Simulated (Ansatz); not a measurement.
CeO₂ (fluorite)

```
CELL_PARAMETERS angstrom
      0.00000     2.69928     2.69928
      2.69928     0.00000     2.69928
      2.69928     2.69928     0.00000
ATOMIC_POSITIONS crystal
  Ce 0.00000 0.00000 0.00000
  O  0.25000 0.25000 0.25000
  O  0.75000 0.75000 0.75000
```

The slice is a {110} plane (indices of the conventional cell) through the point (0.750, 0.750, 0.750) (fractional), spanned by u = [100] and v = [1 -1 -1] in vectors of this cell: u (3.82 Å) and v (5.40 Å, at 90° to u). It covers one period; positions are fractions (u, v).

The numbers are results of PBEsol (plane waves to 420 eV, PAW, scalar-relativistic; Ansatz, a first-principles code), not measurements. k mesh 11×11×11. Inside the PAW spheres the values are not all-electron values, and peaks at nuclei hang on which shells count as valence. CeO2 is run without spin polarisation. CeO2 was relaxed with its symmetry unable to fall. The PAW data are Ansatz's earlier set. The filling of the f shell was not checked against other fillings, so treat energies with care.

### Question
What is the valence density on the shortest Ce–O line in this plane (2.34 Å), at its minimum between the atoms?

### Answer
0.49 e/Å³.

### Question
What is the ELF at the density minimum of the shortest Ce–O line in this plane (2.34 Å)?

### Answer
0.2.

### Question
Sketch the valence electron density on this plane as a map.

### Answer
```
|@@%*+===++===+*%@|
|%%#*+++****+++*#%|
|***++**####**++**|
|++==+*######*+==+|
|====+########+===|
|---=*########*=--|
|====+########+===|
|++==+*######*+==+|
|***++**####**++**|
|%%#*+++****+++*#%|
|@@%*+===++===+*%@|
|@@%#+=------=+#%@|
|@@%*+-::::::-+*%@|
|%%#+=-:....:-=+#%|
|**+=-:..  ..:-=+*|
|++=--:.    .:--=+|
|=--::.      .::--|
|---:..      ..:--|
|=--::.      .::--|
|++=--:.    .:--=+|
|**+=-:..  ..:-=+*|
|%%#+=-:....:-=+#%|
|@@%*+-::::::-+*%@|
|@@%#+=------=+#%@|
```
Scale: ten equal steps from -1.77 (start of ' ') to 0.94 (end of '@'), in the order ' .:-=+*#%@'. Values: log₁₀ of the valence density in e/Å³. The map has 17 points along u (one character each, u = 0 at the left) and 24 along v (v = 0 in the bottom row). The scale is logarithmic, as a density can span decades between atoms and voids.
